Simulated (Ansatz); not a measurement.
**CoPtO₂: pressure against volume**

CoPtO₂, R-3m, a = 2.822 Å, c = 17.791 Å. The structure is a Materials Project entry; whether it is the stable form wasn't checked. Ansatz: r2SCAN, PAW, 500 eV, Γ-centred 18×18×18 mesh on 4 atoms, Gaussian smearing 0.10 eV; no spin polarisation. Shape and atoms are relaxed at each volume; pressure is positive in compression.

```tsv
V (Å³/atom)	P (GPa)
9.614	18.39
9.920	?
10.227	0.01
10.534	-7.04
10.841	-12.96
```

Q: Take V0 = 10.227 Å³/atom, count pressures from its P0 = 0.01 GPa, fit the third-order Birch–Murnaghan form to the other rows, and predict the missing pressure.

A: With the Eulerian strain f = ½[(V0/V)^(2/3) − 1] and y = (P − P0)/[3f(1 + 2f)^(5/2)], the form is the line y = B0 + 1.5 B0 (B0′ − 4) f. Rows (f, y): 0.02103, 262.8; -0.00976, 252.9; -0.01906, 250.0. Means f = -0.002597, y = 255.23; Σ(Δf)² = 0.0008806, ΣΔfΔy = 0.2816; the slope is their ratio. y = 256.1 + 319.8 f GPa, so B0 = 256.1 GPa and B0′ = 4 + 2 × (319.8)/(3 × 256.1) = 4.83. At V = 9.920, f = 0.01026, y = 259.38 and P = 8.41 GPa. The run gave 8.40 GPa, so the fit is 0.01 GPa too high, a small miss on the scale of the series.

The cell has an odd number of electrons and ran without spin polarisation, so a magnetic or disproportionated state may lie lower. Spin–orbit coupling is left out, which can shift energies with elements as heavy as these.